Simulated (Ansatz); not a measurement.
BaHfO3:
```yaml
crystal:
  lattice:
    - [4.12121, 0.00000, 0.00000]
    - [0.00000, 4.12121, 0.00000]
    - [0.00000, 0.00000, 4.12121]
  atoms:
    - { symbol: Ba, position: [0.00000, 0.00000, 0.00000] }
    - { symbol: Hf, position: [0.50000, 0.50000, 0.50000] }
    - { symbol: O, position: [0.00000, 0.50000, 0.50000] }
    - { symbol: O, position: [0.50000, 0.50000, 0.00000] }
    - { symbol: O, position: [0.50000, 0.00000, 0.50000] }
```

Relaxed with LDA. Special points in fractions of this cell's reciprocal vectors: Γ (0.000, 0.000, 0.000); X (0.000, 0.500, 0.000); M (0.500, 0.500, 0.000); R (0.500, 0.500, 0.500).

### Question
List the band energies nearest the valence-band maximum at these points for LDA in the plane-wave PAW code Ansatz.

### Answer
In eV from the valence-band maximum; about four levels below and three above (degenerate sets whole), none deeper than 8.9 eV; points with the same levels are listed once.

```
k                                below           above
-  -----------------------------------  --------------
Γ  -1.02 -1.02 -1.02 -0.04 -0.04 -0.04  3.57 3.57 3.57
X        -1.79 -1.79 -1.74 -0.35 -0.35  4.06 6.52 6.52
M              -0.85 -0.85 -0.83 -0.05  6.45 6.45 6.90
R     -2.49 -2.49 -2.49 0.00 0.00 0.00  6.25 6.25 6.25
```

Space group Pm-3m (cubic perovskite). The LDA relaxation kept the symmetry of its start; phonons on a q-mesh show weakly imaginary modes. The run is not spin-polarised. Scalar-relativistic: spin–orbit coupling is off unless named, which matters more the heavier the elements.

Potentials: the later of the program's two PAW sets.
